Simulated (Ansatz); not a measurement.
An Ansatz input:

```yaml
crystal:
  lattice:
    - [6.1794938392, 0.0, 0.0]
    - [0.0, 6.1794938392, 0.0]
    - [0.0, 0.0, 6.1794938392]
  atoms:
    - { symbol: Lu, position: [0.0, 0.0, 0.0] }
    - { symbol: Lu, position: [0.5, 0.5, 0.5] }
    - { symbol: Lu, position: [0.25, 0.0, 0.5] }
    - { symbol: Lu, position: [0.75, 0.0, 0.5] }
    - { symbol: Lu, position: [0.5, 0.25, 0.0] }
    - { symbol: Lu, position: [0.5, 0.75, 0.0] }
    - { symbol: Lu, position: [0.0, 0.5, 0.25] }
    - { symbol: Lu, position: [0.0, 0.5, 0.75] }
hamiltonian:
  xc: lda
  pseudopotentials:
    kind: paw
    azcp:
      Lu: "pseudopotentials/Lu.paw.azcp"
basis:
  ecutwfc: 420
  fft_grid_basis: typed
kpoints:
  mp_grid: { grid: [4, 4, 4], shift: [0, 0, 0] }
magnetization:
  spin_polarized: false
scf:
  occupations: { method: fermi_dirac, width: 0.1 }
relax:
  max_steps: 60
  f_tol: 0.01
  cell: {}
```

Output

```
Warning: the record states the generating functional pbe (its physics header spells it `PBE`), which answers neither for hamiltonian.xc's functional nor for the lda family's — results may be inconsistent (PPs are generated against a specific XC)
Engine: ansatz 0.2.0, x86_64-unknown-linux-gnu
Pseudopotentials: kind: paw
Pseudopotential: Lu, paw, valence charge 25, recommended cutoff 420 eV (normal) 
Functional definition: SPW92
  exchange = slater_x
  correlation = pw_c
Crystal: 8 atoms, lattice volume = 235.971 Å³
Basis set: ecut = 420 eV, 4625 PW (Γ)
Bands: 120, of which v1, the nominal top of the filled ones, is band 100 counted from 1 (99 counted from 0)
Symmetry: 48 space group operations
Space group: Pm-3n (ITA 223), of the structure as read, at distance tolerance 6.2e-5 Å
k-points: 10 of 64
Non-local potential: Lu, projectors of the file, l = 0: 3, l = 1: 2, l = 2: 2, l = 3: 3
PAW form: soft (Blöchl's): semilocal exchange-correlation on the pseudo side does not see the compensation charge
PAW frozen core: Lu, regenerated for the run's functional, and the local potential with it (the file was generated under x = pbe(κ = 0.804, μ = 0.2195149727645171), c = pbe(β = 0.06672455060314922))
PAW one-centre angular grid: Lu, 590 points (default); XC on 64 Gauss nodes
Initial density: superposition of atomic densities (neutral atoms: chi_scale 0, normalization atom), corrected by the library's trained network
Initial wavefunctions: pseudopotential atomic-orbital guess
Functional: x = slater, c = lda
SCF iter   1: F=—  HF=-115941.525842 eV  |F-HF|=—  |Δ(HF+E_count)|=         —  Δρ=5.67e-3  dr2=1.10e-1  ethr=1.77e-3  ⟨swp⟩=5.9  Hψ=4307  notcnv=0  defer=1
SCF iter   2: F=—  HF=-115941.495754 eV  |F-HF|=—  |Δ(HF+E_count)|=   3.01e-2  Δρ=3.79e-3  dr2=4.60e-2  ethr=5.52e-5  ⟨swp⟩=2.6  Hψ=2502  notcnv=0  defer=8
SCF iter   3: F=—  HF=-115941.480948 eV  |F-HF|=—  |Δ(HF+E_count)|=   1.48e-2  Δρ=2.65e-3  dr2=2.70e-2  ethr=2.30e-5  ⟨swp⟩=2.0  Hψ=1742  notcnv=0  defer=9
SCF iter   4: F=—  HF=-115941.476664 eV  |F-HF|=—  |Δ(HF+E_count)|=   4.28e-3  Δρ=1.23e-3  dr2=5.17e-3  ethr=1.35e-5  ⟨swp⟩=2.0  Hψ=1480  notcnv=0  defer=9
SCF iter   5: F=—  HF=-115941.474872 eV  |F-HF|=—  |Δ(HF+E_count)|=   1.79e-3  Δρ=4.29e-4  dr2=4.94e-4  ethr=2.59e-6  ⟨swp⟩=2.0  Hψ=1927  notcnv=0  defer=9
SCF iter   6: F=—  HF=-115941.474817 eV  |F-HF|=—  |Δ(HF+E_count)|=   5.46e-5  Δρ=2.67e-4  dr2=1.21e-4  ethr=2.47e-7  ⟨swp⟩=3.0  Hψ=3185  notcnv=0  defer=11
SCF iter   7: F=—  HF=-115941.474651 eV  |F-HF|=—  |Δ(HF+E_count)|=   1.66e-4  Δρ=1.12e-4  dr2=1.73e-5  ethr=6.07e-8  ⟨swp⟩=3.0  Hψ=2345  notcnv=0  defer=11
SCF iter   8: F=—  HF=-115941.474445 eV  |F-HF|=—  |Δ(HF+E_count)|=   2.06e-4  Δρ=2.38e-5  dr2=1.27e-6  ethr=8.65e-9  ⟨swp⟩=2.5  Hψ=2137  notcnv=0  defer=11
SCF iter   9: F=—  HF=-115941.474444 eV  |F-HF|=—  |Δ(HF+E_count)|=   1.38e-6  Δρ=1.46e-5  dr2=3.00e-7  ethr=6.34e-10  ⟨swp⟩=3.0  Hψ=2950  notcnv=0  defer=11
...
SCF iter   1: F=—  HF=-115941.708162 eV  |F-HF|=—  |Δ(HF+E_count)|=         —  Δρ=1.92e-6  dr2=5.99e-9  ethr=1.45e-8  ⟨swp⟩=6.7  Hψ=11812  notcnv=0
SCF iter   2: F=—  HF=-115941.707924 eV  |F-HF|=—  |Δ(HF+E_count)|=   2.38e-4  Δρ=9.69e-7  dr2=2.25e-9  ethr=2.99e-12  ⟨swp⟩=4.9  Hψ=4688  notcnv=0
SCF iter   3: F=—  HF=-115941.707924 eV  |F-HF|=—  |Δ(HF+E_count)|=  3.93e-10  Δρ=7.41e-7  dr2=1.11e-9  ethr=1.12e-12  ⟨swp⟩=3.0  Hψ=2363  notcnv=0
SCF iter   4: F=-115941.707924 eV  HF=-115941.707924 eV  |F-HF|=5.82e-11  |Δ(HF+E_count)|=  2.91e-10  Δρ=1.53e-7  dr2=4.34e-11  ethr=1.00e-12  ⟨swp⟩=5.7  Hψ=7983  notcnv=0
SCF 6 converged in 4 iterations: F = -115941.707924 eV  dr2 = 4.34e-11
relax step   6: F+E_penalty+E_count = -115941.70792389 eV  Δ(F+E_penalty+E_count) = -4.016e-9 eV  max|allowed force component| = 4.510e-17 eV/Å  Δτ_max = 0.0000 Å  P = -0.001 GPa  Ω = 215.637 Å³  stress off target by 6.05e-4 GPa  SCF on the basis re-selected at this cell (its energy is not comparable with the rows above)  (4 SCF iters)
basis re-selected at this cell: Δ(F+E_penalty+E_count) = -4.016e-9 eV, ΔP = -0.000 GPa vs the last step (what re-selecting the basis moved, of the pressure what is left beyond the Pulay correction that the steps carried, after the strain that the cell walked since its last selection, with what the two solves' SCF thresholds leave and, on support functions, any second-order correction that the steps lacked; it is no measure of the basis error at this ecutwfc). This SCF's stress stands 6.05e-4 GPa from its target on what of the cell is left free (relax.cell.stress_tol is 5.00e-2 GPa) and its largest allowed force component is 4.51e-17 eV/Å (relax.f_tol is 1.00e-2 eV/Å): within both
SCF converged after 4 iterations
Free energy (F): -115941.707924 eV
Harris-Foulkes:  -115941.707924 eV  (|F-HF|=5.82e-11)
Internal energy: -115941.022902 eV  (E = F + TS)
E sigma→0 (E₀):  -115941.365413 eV
Entropy (-TS):   -0.685021 eV (-85.628 meV/atom)
Fermi energy:    14.744630 eV
--- Per-component energies (eV) ---
  E_band       = 174.360492
  E_kinetic    = 3366.728817
  E_local      = -52632.123958  (includes V_loc(G=0)·N_el)
  E_nonlocal   = 4708.089712
  E_hartree    = 22024.929171
  E_xc         = -1731.034340
  E_vxc        = -2063.055097  (∫ρ·V_xc dr)
  E_paw        = -57096.932673  (= ΣΔE_a)
  E_vpaw       = 2744.861850  (= ΣTr[D̂ρ^β])
  E_aug_tail   = 0.000222  (compensation charges beyond the density's cutoff)
  E_ewald      = -34599.228931
  E_core_change = 18.549079  (= ΣΔE_core)
  E_smearing   = -0.685021  (= −TS)
  E_closure    = -0.000000  (closes the sum)
  Σ components = -115941.707924   (vs F -115941.707924, Δ=0.00e0)
--- Forces (eV/Å), atoms counted from 1 ---
  atom   1  Lu    -0.00000000     0.00000000     0.00000000
  atom   2  Lu     0.00000000    -0.00000000     0.00000000
  atom   3  Lu    -0.00000000    -0.00000000     0.00000000
  atom   4  Lu     0.00000000     0.00000000     0.00000000
  atom   5  Lu     0.00000000    -0.00000000     0.00000000
  atom   6  Lu    -0.00000000     0.00000000    -0.00000000
  atom   7  Lu     0.00000000    -0.00000000     0.00000000
  atom   8  Lu    -0.00000000     0.00000000    -0.00000000
  max |Σ_I F_I| component: 1.27e-17 eV/Å
--- Stress (GPa, compression-positive) ---
       -0.000605      -0.000000      -0.000000
       -0.000000      -0.000605       0.000000
       -0.000000       0.000000      -0.000605
  P = ⅓ Tr σ = -0.0006 GPa (-0.006 kbar)
--- Relaxed structure (4 steps of the walk, 4 accepted, 2 SCFs on fresh bases) ---
  F+E_penalty+E_count = -115941.70792389 eV   max|allowed force component| = 4.510e-17 eV/Å   (the final SCF, on the basis selected at the relaxed cell)
  cell:  # Å, volume = 215.6375 Å³
    - [5.996641464194252, 2.6321042573292226e-33, -3.8518598887744713e-34]
    - [2.760499586955038e-33, 5.996641464194252, 0.0]
    - [1.6691392851356043e-33, 0.0, 5.996641464194252]
  atoms:
    - { symbol: Lu, position: [1.6786280239878233e-34, -1.9076272461713829e-34, -7.706396086750957e-35] }
    - { symbol: Lu, position: [0.5, 0.5, 0.5] }
    - { symbol: Lu, position: [0.25, 2.1870297583213572e-34, 0.5] }
    - { symbol: Lu, position: [0.75, 2.706470884758494e-34, 0.5] }
    - { symbol: Lu, position: [0.5, 0.25, 9.293126402664383e-36] }
    - { symbol: Lu, position: [0.5, 0.75, 8.643824994617961e-36] }
    - { symbol: Lu, position: [-3.241707028846447e-34, 0.5, 0.25] }
    - { symbol: Lu, position: [-1.6022209735292353e-34, 0.5, 0.75] }
```
